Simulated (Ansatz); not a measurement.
Calculated with Ansatz: Mg3Ir, settings compared

Run with:

```bash
ansatz run input.yaml --threads 1 --pin off --max-ram 2560MiB --backend cpu --events-out ev --progress --plain --runs-dir out
```

Input:

```yaml
crystal:
  lattice:
    - [4.57512503, 0.0, 0.0]
    - [-2.28756252, 3.96217678, 0.0]
    - [0.0, 0.0, 8.34171452]
  atoms:
    - { symbol: Mg, position: [0.3333, 0.6667, 0.583] }
    - { symbol: Mg, position: [0.6666, 0.3333, 0.083] }
    - { symbol: Mg, position: [0.3333, 0.6667, 0.917] }
    - { symbol: Mg, position: [0.6667, 0.3334, 0.417] }
    - { symbol: Ir, position: [0.0, 0.0, 0.25] }
    - { symbol: Ir, position: [0.0, 0.0, 0.75] }
    - { symbol: Mg, position: [0.3333, 0.6667, 0.25] }
    - { symbol: Mg, position: [0.6666, 0.3333, 0.75] }
  symmetry: { tolerance: 0.0003 }
kpoints:
  mp_grid: { grid: [5, 5, 2], shift: [0, 0, 0] }
magnetization:
  spin_polarized: false
scf:
  occupations: { method: fermi_dirac }
hamiltonian:
  pseudopotentials: { kind: paw }
  xc: r2scan
basis:
  ecutwfc: 500
output:
  forces: true
  stress: true
  eigenvalues: true
```

Origin of the cell: a known structure type with other elements, at an estimated volume, so it need not be a known compound.

The smearing width isn't typed, so it takes its default of 0.1 eV.

Output of this run (shortened):

```
Warning: the atoms were moved onto the symmetric positions of the space group found under crystal.symmetry.tolerance 3.0e-4 (fractional; no operation is sought that the atoms, as they stand i […]
Pseudopotentials: kind: paw
Pseudopotential: Mg, paw, valence charge 10, recommended cutoff 500 eV (meta_gga), Mg.paw.azcp
Pseudopotential: Ir, paw, valence charge 17, recommended cutoff 500 eV (meta_gga), Ir.paw.azcp
Functional definition: r2SCAN
  exchange = r2scan_x(k0 = k0, k1 = k1, a1 = a1)
  correlation = r2scan_c
Crystal: 8 atoms, lattice volume = 151.214 Å³
Basis set: ecut = 500 eV, 3853 PW (Γ), exchange–correlation on 144×144×256 points (64 copies of the dense FFT grid, shifted against one another)
Bands: 57, of which v1, the nominal top of the filled ones, is band 47 counted from 1 (46 counted from 0)
Symmetry: 24 space group operations
[… 8 lines left out …]
Initial density: superposition of atomic densities (neutral atoms: chi_scale 0, normalization atom), corrected by the library's trained network
Functional: x = r2scan, c = r2scan; τ floored in thin density (d = 2e-4 eV/Å³)
SCF iter   1: F=—  HF=-35455.110216 eV  Δρ=1.18e-2  dr2=3.43e-1  dr2_τ=8.15e-2  defer=5
SCF iter   2: F=—  HF=-35455.139831 eV  Δρ=5.28e-3  dr2=3.12e-2  dr2_τ=2.18e-2  defer=15
SCF iter   3: F=—  HF=-35455.141112 eV  Δρ=2.48e-3  dr2=1.23e-2  dr2_τ=1.20e-3  defer=15
SCF iter   4: F=—  HF=-35455.140682 eV  Δρ=7.40e-4  dr2=1.08e-3  dr2_τ=2.84e-5  defer=15
SCF iter   5: F=—  HF=-35455.140636 eV  Δρ=1.68e-4  dr2=4.29e-5  dr2_τ=1.65e-6  defer=15
SCF iter   6: F=—  HF=-35455.140634 eV  Δρ=4.58e-5  dr2=3.95e-6  dr2_τ=1.86e-7  defer=15
SCF iter   7: F=—  HF=-35455.140635 eV  Δρ=1.80e-5  dr2=7.49e-7  dr2_τ=3.37e-8  defer=15
SCF iter   8: F=-35455.140635 eV  HF=-35455.140635 eV  Δρ=4.13e-6  dr2=2.82e-8  dr2_τ=2.57e-9
SCF 1 converged in 8 iterations: F = -35455.140635 eV  dr2 = 2.82e-8
SCF converged after 8 iterations
Free energy (F): -35455.140635 eV
Harris-Foulkes:  -35455.140635 eV  (|F-HF|=3.45e-8)
Internal energy: -35455.046963 eV  (E = F + TS)
E sigma→0 (E₀):  -35455.093799 eV
Entropy (-TS):   -0.093673 eV (-11.709 meV/atom)
Fermi energy:    9.477282 eV
--- Per-component energies (eV) ---
  E_band       = -2666.916284
  E_kinetic    = 1696.680164
  E_local      = -12814.716062  (includes V_loc(G=0)·N_el)
  E_nonlocal   = 726.913174
  E_hartree    = 4651.175809
  E_xc         = -670.226865
  E_vxc        = -901.084011  (∫ρ·V_xc dr)
  E_paw        = -20275.314877  (= ΣΔE_a)
  E_vpaw       = -735.745740  (= ΣTr[D̂ρ^β])
  E_aug_tail   = -0.000044  (compensation charges beyond the density's cutoff)
  E_vtau       = 58.691561  (kinetic-family band-sum trace: ∫τ·v_τ [+ j·A + Jᵃ·Aᵃ] dr)
  E_ewald      = -8768.767225
  E_core_change = -0.791036  (= ΣΔE_core)
  E_smearing   = -0.093673  (= −TS)
  Σ components = -35455.140635   (vs F -35455.140635, Δ=0.00e0)
--- Forces (eV/Å), atoms counted from 1 ---
  atom   1  Mg     0.000000     0.000000     0.578280
[… 2 lines left out …]
  atom   4  Mg    -0.000000    -0.000000    -0.578280
  atom   5  Ir    -0.000000     0.000000     0.000000
  atom   6  Ir     0.000000    -0.000000     0.000000
  atom   7  Mg     0.000000     0.000000     0.000000
  atom   8  Mg    -0.000000    -0.000000     0.000000
  max |Σ_I F_I| component: 8.38e-18 eV/Å
--- Stress (GPa, compression-positive) ---
       -5.949708       0.000000      -0.000000
        0.000000      -5.949708       0.000000
       -0.000000       0.000000       6.829212
  P = ⅓ Tr σ = -1.6901 GPa (-16.901 kbar)
```

The same input was run again with these changes:

1. `basis.ecutwfc` 500 → "500 eV"
2. `basis.ecutrho_ratio` default → 8; `scf.mixing.algorithm` default → broyden; `scf.mixing.beta` default → 0.1; `scf.mixing.ndim` default → 4
3. `scf.occupations.method` fermi_dirac → gaussian; `scf.occupations.width` default → 0.2
4. `scf.mixing` default → { algorithm: anderson, beta: 1.5, ndim: 1, preconditioner: none }; `scf.max_iter` default → 80

| run | end | SCF iterations | P (GPa) | max force component (eV/Å) | moment (μB) | ΔE(σ→0) (meV/atom) |
| --- | --- | --- | --- | --- | --- | --- |
| base | converged | 8 | -1.69 | 0.578 | – | 0 |
| 1 | converged | 8 | -1.69 | 0.578 | – | 0.00 |
| 2 | converged | 16 | -1.69 | 0.578 | – | -0.03 |
| 3 | converged | 8 | -1.73 | 0.577 | – | -0.74 |
| 4 | input refused | 0 | – | – | – | – |

Energies are compared only where functional, datasets, charge and starting cell are the same.

Caveats of the base run: no moments, though an odd count or open d shells may carry them; no spin-orbit coupling, though heavy elements are present; the k mesh is coarse if the cell is a metal.

Run 3: wide smearing.

Time of the base run: 6.8 s of wall time on 1 CPU thread(s) of a shared host, from the program's own first density.
